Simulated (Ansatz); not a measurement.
Problem. AlPd (rock salt, Fm-3m) is relaxed with DFT-PBE in the program Ansatz with PAW potentials. What lattice parameters of the conventional cell result?

Solution. a = 5.130 Å.

The start of the workflow was typed in or built on a structure type; neither database checked (COD, Materials Project) lists it. Whether it is the stable phase at ambient conditions was not checked. The PBE relaxation kept the symmetry of its start; its stability against distortions is not shown here. The run is not spin-polarised.

Potentials: the earlier of the program's two PAW sets.
